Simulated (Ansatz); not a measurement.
# Ga, first-principles data

Ga:
```cif
data_Ga8
_chemical_formula_sum 'Ga8'
_space_group_name_H-M_alt 'Cmcm'
_space_group_IT_number 63
_space_group_name_Hall '-C 2c 2'
_cell_length_a 7.53771
_cell_length_b 4.51194
_cell_length_c 4.50286
_cell_angle_alpha 90.000
_cell_angle_beta 90.000
_cell_angle_gamma 90.000
loop_
_atom_site_label
_atom_site_type_symbol
_atom_site_symmetry_multiplicity
_atom_site_Wyckoff_symbol
_atom_site_fract_x
_atom_site_fract_y
_atom_site_fract_z
_atom_site_occupancy
Ga1 Ga 8 g 0.16258 0.17128 0.25000 1
```
(The calculation used a cell of 4 atoms; values per cell refer to that cell.)

Space group Cmcm (No. 63); conventional cell a = 7.538 Å, b = 4.512 Å, c = 4.503 Å, α = 90.00°, β = 90.00°, γ = 90.00°.

Method: plane-wave PAW LDA (Ansatz code). The cell and atoms are relaxed at this level. Other levels are named where they apply.

Cell and energy:

| Item | Value |
|---|---|
| Volume per atom | 19.14 Å³ |
| Density | 6.05 g/cm³ |

Electronic structure:

| Property | Value |
|---|---|
| Electronic character | metallic (no gap) |
| Density of states at the Fermi level | 0.17 states/eV per atom (mean over ±0.08 eV) |

Mechanics:

| Item | Result |
|---|---|
| Bulk modulus (Birch–Murnaghan fit) | 56.7 GPa |
| Pressure derivative B′ | 4.8 |

Phonons:

| Property | Result |
|---|---|
| Highest zone-centre frequency | 249 cm^-1 |
| Zone-centre stability | no imaginary mode at Γ |

The first step of the workflow began from a Materials Project structure, measured or hypothetical; the Crystallography Open Database files this formula in space group No. 63, but the cells were not matched. It is not the phase usual at ambient conditions (space group No. 64). Symmetry was held in the LDA relaxation. As this level gives no gap, phonon frequencies hold no LO–TO term and depend on the k-mesh and smearing (Fermi–Dirac, 0.1 eV here). Axis ratios of metals converge slowly with the k-mesh, so a and c are less sure than the volume. Spin–orbit coupling is left out wherever it is not named.

Potentials: the later of the program's two PAW sets.
